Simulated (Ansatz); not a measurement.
Relaxed-ion elastic tensor of C in space group P6_3/mmc (No. 194; Pearson symbol hP36) in GPa (Voigt order), r²SCAN (plane waves, PAW; program Ansatz); density 3.53 g/cm³, 5.64 Å³ per atom.

```csv
,1,2,3,4,5,6
1,1200,93.4,53.7,0.0,0.0,0.0
2,93.4,1200,53.7,0.0,0.0,0.0
3,53.7,53.7,1250,0.0,0.0,0.0
4,0.0,0.0,0.0,521,0.0,0.0
5,0.0,0.0,0.0,0.0,521,0.0
6,0.0,0.0,0.0,0.0,0.0,556
```

Is the crystal mechanically stable?

Yes: the smallest eigenvalue of C is 521 GPa.

Work out the Voigt, Reuss and Hill averages.

K_V = 451, K_R = 451, K_H = 451; G_V = 550, G_R = 549, G_H = 549 GPa.

Give Young's modulus, Poisson's ratio, Pugh's ratio and the universal anisotropy index.

E = 9KG/(3K + G) = 1170 GPa; ν = 0.07; K/G = 0.82 (brittle by the Pugh limit of 1.75); A_U = 5G_V/G_R + K_V/K_R − 6 = 0.01.

Estimate the sound speeds and the Debye temperature.

v_l = √((K + 4G/3)/ρ) = 18300 m/s, v_t = √(G/ρ) = 12500 m/s, mean 13600 m/s; Θ = (h/k)(3n/4πV)^(1/3) v_m = 2270 K.

Solve the Christoffel equation for the three sound speeds along x, y, z.

Eigenvalues of C_ijkl n_j n_l equal ρv². In km/s, slowest first: x 12.14, 12.54, 18.46; y 12.14, 12.54, 18.46; z 12.14, 12.14, 18.78.

How much does each axis shrink under pressure?

Linear compressibilities β_i = Σ_j S_ij (j = 1 to 3): x 0.74, y 0.74, z 0.74 per TPa.

The start of the workflow was typed in or built on a structure type. Its sites differ from those of the usual phase in this space group: another stacking or structure type. The cell was relaxed with r²SCAN under the symmetry of its start; its stability against distortions is not shown here.

Potentials: the later of the program's two PAW sets.
